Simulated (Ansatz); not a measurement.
All numbers below come from DFT PBE, scalar-relativistic, plane waves, PAW (Ansatz). Settings: cutoff 420 eV, Γ-centred meshes spaced at most about 0.3 Å⁻¹, and about 0.25 Å⁻¹ or finer for metals (2π included), Gaussian smearing. No spin polarisation in the final relaxations.

Temperature and zero-point effects are left out. All come from trial cells, and lower structures may exist.

**Question.** Order these relaxed structures of KSi2Sb3 by energy, lowest first, with the energy over the lowest of them.
A.

Space group P6/mmm (No. 191). a = 7.191 Å, b = 7.191 Å, c = 3.848 Å, α = 90.00°, β = 90.00°, γ = 120.00°
| atom | site | symmetry | x | y | z |
| --- | --- | --- | --- | --- | --- |
| K | 1a | 6/mmm | 0.0000 | 0.0000 | 0.0000 |
| Si | 2c | -6m2 | 0.3333 | 0.6667 | 0.0000 |
| Sb | 3g | mmm | 0.5000 | 0.0000 | 0.5000 |

B.

Space group P6/mmm (No. 191). a = 5.472 Å, b = 5.472 Å, c = 6.203 Å, α = 90.00°, β = 90.00°, γ = 120.00°
```json
{"atom": "K", "site": "1a", "symmetry": "6/mmm", "x": "0.0000", "y": "0.0000", "z": "0.0000"}
{"atom": "Si", "site": "2d", "symmetry": "-6m2", "x": "0.3333", "y": "0.6667", "z": "0.5000"}
{"atom": "Sb", "site": "1b", "symmetry": "6/mmm", "x": "0.0000", "y": "0.0000", "z": "0.5000"}
{"atom": "Sb", "site": "2c", "symmetry": "-6m2", "x": "0.3333", "y": "0.6667", "z": "0.0000"}
```

**Answer.** A (0 meV/atom), B (351 meV/atom). Forms: A P6/mmm; B P6/mmm. Even the lowest lies +0.19 eV/atom against the elements.

These runs have no spin–orbit coupling, which can matter for Sb. Cells relaxed within their symmetry can be saddle points. Some candidate types were left out of the draw beforehand, so a known form may be missing.
